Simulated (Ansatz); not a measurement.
AlGaN2 in space group P-4m2 (No. 115; Al on 1c, Ga on 1a, N on 2g), plane-wave PAW r²SCAN (Ansatz code). The conduction-band minimum lies at Γ, with 1 equivalent valley. Second derivatives d²E/dk² of the lowest band at one valley (eV·Å²), along Cartesian directions:

| direction | d²E/dk² |
|---|---|
| [100] | 31.94 |
| [010] | 31.94 |
| [001] | 24.26 |
| [110] | 31.95 |
| [101] | 28.10 |
| [011] | 28.10 |

### Question
Find the principal effective masses, the density-of-states mass and the conductivity mass.

### Answer
Off-diagonal terms follow from H_xy = H[110] − (H_xx + H_yy)/2, and m*/mₑ = 7.620 eV·Å² over each eigenvalue: 0.24, 0.24, 0.31. One valley's DOS mass (m₁m₂m₃)^(1/3) = 0.26, conductivity mass 3/(Σ 1/mᵢ) = 0.26 mₑ.

### Question
What effective density of states Nc follows at 300 K for parabolic valleys?

### Answer
Nc = 2.509e19 × 1 × (0.26)^(3/2) ≈ 3.3e18 cm⁻³.

### Question
With the computed static dielectric constant 8.86 (mean of the diagonal), estimate a hydrogenic donor's binding energy and radius.

### Answer
E = 13.606 eV × 0.26/8.86² ≈ 45 meV; a = 0.529 Å × ε/m* ≈ 18 Å. Semilocal masses tend to be too small where the gap is.

The workflow started from a Materials Project entry (that database holds measured and hypothetical structures alike); the Crystallography Open Database copy checked does not list it. With Al and Ga taken as one species the cell has the higher symmetry F-43m, so it may be an ordered model of a mixed-site phase. Whether it is the stable phase at ambient conditions was not checked. The r²SCAN relaxation kept the symmetry of its start; of distortions, only those at the zone centre were tested. Scalar-relativistic: spin–orbit coupling is off unless named, which matters more the heavier the elements.

Potentials: the later of the program's two PAW sets.
